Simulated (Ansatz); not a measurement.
Relaxed SrTiO$_{3}$ (cubic perovskite):

```
SrTiO3
1.0
    3.90753     0.00000     0.00000
    0.00000     3.90753     0.00000
    0.00000     0.00000     3.90753
Sr Ti O
1 1 3
Cartesian
  0.00000   0.00000   0.00000
  1.95376   1.95376   1.95376
  0.00000   1.95376   1.95376
  1.95376   1.95376   0.00000
  1.95376   0.00000   1.95376
```

In each cell atom 1 (Sr, nearest neighbour O at 2.763 Å; its periodic images, 3.9 Å or more away, move with it) moves by s·(0.707, 0.707, 0.000) (along Cartesian [110]), the rest being held.

Level of theory: r2SCAN (plane waves to 500 eV, PAW, scalar-relativistic; Ansatz, an electronic-structure program). k mesh 7×7×7 (Γ-centred), Fermi-Dirac smearing 0.05 eV. Energies are smeared free energies. Left out: 2 of 11 points, with atoms too close for the PAW data. SrTiO3 is run without spin polarisation. SrTiO3 was relaxed with its symmetry unable to fall. The PAW data are Ansatz's earlier set. The zero of ΔE is the undisplaced structure.

Successive frames, forces in eV/Å:

```
frame         ΔE (eV/cell)                 F on Sr1                 F on Ti2                 F on O3                  F on O4                 F on O5
------------  ------------  -----------------------  -----------------------  ----------------------  -----------------------  ----------------------
s = 0.166 Å          0.057  (-0.504, -0.504, 0.000)    (0.381, 0.381, 0.000)  (0.152, -0.024, 0.000)  (-0.005, -0.005, 0.000)  (-0.024, 0.152, 0.000)
s = 0.000 Å          0.000    (0.000, 0.000, 0.000)    (0.000, 0.000, 0.000)   (0.000, 0.000, 0.000)    (0.000, 0.000, 0.000)   (0.000, 0.000, 0.000)
s = -0.166 Å         0.057    (0.504, 0.504, 0.000)  (-0.381, -0.381, 0.000)  (-0.152, 0.024, 0.000)    (0.005, 0.005, 0.000)  (0.024, -0.152, 0.000)
```

What are the energy and the forces in the next frame, s = -0.332 Å?

ΔE (eV/cell) = 0.253.

| atom | Fx | Fy | Fz |
|---|---|---|---|
| Sr1 | 1.223 | 1.223 | 0.000 |
| Ti2 | -0.795 | -0.795 | 0.000 |
| O3 | -0.307 | 0.022 | 0.000 |
| O4 | -0.144 | -0.144 | 0.000 |
| O5 | 0.022 | -0.307 | 0.000 |

(A displaced cell: forces are minus the slopes of the energy, force constants its curvatures, and phonons follow from these.)
